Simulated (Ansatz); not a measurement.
Level of theory: Ansatz 0.2.0, DFT PBE, scalar-relativistic, plane waves, PAW. Settings: cutoff 420 eV, Γ-centred meshes spaced at most about 0.3 Å⁻¹, and about 0.25 Å⁻¹ or finer for metals (2π included), Gaussian smearing. No spin polarisation in the final relaxations.

Temperature and zero-point effects are left out.

Two forms of Na2ZrO2 were relaxed alike.

A. Space group R-3m (No. 166), trigonal, a = 3.208 Å, c = 26.711 Å. Na is surrounded by 3 O at 2.47 Å, 6 Na at 3.21 Å and 3 Zr at 3.43 Å; Zr is surrounded by 6 O at 2.23 Å, 6 Zr at 3.21 Å and 6 Na at 3.43 Å; around O lie 3 Zr at 2.23 Å and 3 Na at 2.47 Å.

B. Space group I4/mmm (No. 139), tetragonal, a = 3.393 Å, c = 13.723 Å. Na has 5 O at 2.42–2.45 Å, 4 Na at 3.09 Å, 4 Na at 3.39 Å and 4 Zr at 3.44 Å; Zr is surrounded by 2 O at 1.98 Å, 4 Zr at 3.39 Å and 8 Na at 3.44 Å; O is surrounded by 1 Zr at 1.98 Å and 5 Na at 2.42–2.45 Å.

Question: Which would you expect to be lower, and how large is the difference?

Answer: A is lower, by 245 meV/atom. A has space group R-3m (No. 166), 15.9 Å³/atom and no gap on its mesh; B has space group I4/mmm (No. 139), 15.8 Å³/atom and no gap. Counting O atoms around Na and Zr (those within 1.25 times the shortest such distance or 1.15 times the sum of covalent radii, 1.27 where that leaves under three), A has Na 3, Zr 6 and B has Na 5, Zr 2. Both come from invented guesses.

Cells relaxed within their symmetry can be saddle points.
